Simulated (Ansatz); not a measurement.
LaZn:
```
CELL_PARAMETERS angstrom
      3.75321     0.00000     0.00000
      0.00000     3.75321     0.00000
      0.00000     0.00000     3.75321
ATOMIC_POSITIONS crystal
  Zn 0.00000 0.00000 0.00000
  La 0.50000 0.50000 0.50000
```

Relaxed with r²SCAN. Special points in fractions of this cell's reciprocal vectors: Γ (0.000, 0.000, 0.000); X (0.000, 0.500, 0.000); M (0.500, 0.500, 0.000); R (0.500, 0.500, 0.500).

Problem. List the band energies nearest the Fermi level at these points for r²SCAN (plane waves, PAW; program Ansatz).

Solution. In eV from the Fermi level; about four levels below and three above (degenerate sets whole), none deeper than 8.9 eV; points with the same levels are listed once.

| k | below | above |
|---|---|---|
| Γ | -7.18 -7.18 -7.18 -6.38 -0.36 -0.36 | 1.95 1.95 1.95 |
| X | -7.16 -7.15 -3.58 -2.65 | 0.21 1.20 1.20 |
| M | -7.25 -7.25 -7.07 -4.47 | 0.40 0.40 0.49 |
| R | -2.30 -2.30 -2.30 -1.65 | 2.18 2.18 2.18 |

Space group Pm-3m (CsCl type). The workflow started from an entry of the Crystallography Open Database (COD). Whether it is the stable phase at ambient conditions was not checked. The cell was relaxed with r²SCAN under the symmetry of its start; whether a distortion lowers the energy is not shown. Spin–orbit coupling is left out wherever it is not named.

Potentials: the later of the program's two PAW sets.
